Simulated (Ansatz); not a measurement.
## Density of states of ScF3

```xyz
4
Lattice="4.0125 0.0000 0.0000 0.0000 4.0125 0.0000 0.0000 0.0000 4.0125" Properties=species:S:1:pos:R:3 pbc="T T T"
Sc    0.0000    0.0000    0.0000
F     2.0062    0.0000    0.0000
F     0.0000    2.0062    0.0000
F     0.0000    0.0000    2.0062
```

The geometry is COD entry 4127282, unchecked; take it as a test cell.

Theory: DFT, LDA, all-electron LAPW, scalar-relativistic (Ansatz 0.2.0).

Sampling and basis: a Γ-centred 6×6×6 k mesh, Fermi–Dirac smearing of 0.02 eV, basis error target 1 meV/atom, no spin polarisation.

**Question.** Which of the resolved shells contributes most in the top eV of the valence band?

**Answer.** F 2p, with 98 % of all states there; Sc 3d follows with 1 %.

**Question.** Where is the centre of the filled Sc 3d states between -11 eV and the top of the filled states?

**Answer.** -2.03 eV from the valence-band top.

**Question.** Tabulate the density of states.

**Answer.** States per eV and cell, averaged over 0.6 eV, from -3.5 to -0.1 eV, with energies (bin centres) from the valence-band top; empty bins are left out. The partial columns, the largest 4 alone, are projections on Löwdin-orthogonalised atomic shells (those that the program's projection atoms carry: the occupied ones and, for some elements, an empty d or f shell; other empty shells have no column), summed over atoms of an element. Weights on diffuse s and p shells depend on that basis and aren't pure angular character.
```csv
E (eV),total,F 2p,Sc 3d,Sc 4s,Sc 3p
-3.3,0.98,0.80,0.12,0.05,0.00
-2.7,3.86,3.25,0.47,0.08,0.02
-2.1,5.82,5.15,0.55,0.01,0.06
-1.5,6.14,5.61,0.42,0.02,0.05
-0.9,6.81,6.56,0.20,0.01,0.01
-0.3,6.39,6.34,0.02,0.00,0.00
```
